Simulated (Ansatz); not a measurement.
Data:

AlN (wurtzite)

```cif
data_Al2N2
_chemical_formula_sum 'Al2 N2'
_space_group_name_H-M_alt 'P 1'
_space_group_IT_number 1
_cell_length_a 3.10673
_cell_length_b 3.10673
_cell_length_c 4.97852
_cell_angle_alpha 90.000
_cell_angle_beta 90.000
_cell_angle_gamma 120.000
loop_
_space_group_symop_operation_xyz
  'x, y, z'
loop_
_atom_site_label
_atom_site_type_symbol
_atom_site_fract_x
_atom_site_fract_y
_atom_site_fract_z
_atom_site_occupancy
Al1 Al 0.66667 0.33333 0.00341 1
Al2 Al 0.33333 0.66667 0.50341 1
N1 N 0.66667 0.33333 0.62179 1
N2 N 0.33333 0.66667 0.12179 1
```

The volume is varied about the relaxed value V₀ at fixed cell shape. The atoms relax within the cell's symmetry.

These are r2SCAN (plane waves to 500 eV, PAW, scalar-relativistic; Ansatz, an electronic-structure program) values and carry that method's errors. k mesh 13×13×7 (Γ-centred), Fermi-Dirac smearing 0.05 eV. The energy includes the smearing's −TS. Stress and pressure are positive under compression. With the shape held, the modulus is that of even scaling; a crystal free to change shape is softer. AlN was relaxed with its symmetry unable to fall. The zero of ΔE is the relaxed starting cell.

The scan covers V/V₀ from 0.900 to 1.100 in 9 points.

What pressure does the cell carry at V/V₀ = 0.900?

27.2 GPa.

What is ΔE at V/V₀ = 0.900?

81.0 meV/atom.

What is ΔE at V/V₀ = 1.100?

58.6 meV/atom.

(Under strain, the slope of the energy per volume gives the stress and its curvature an elastic modulus.)
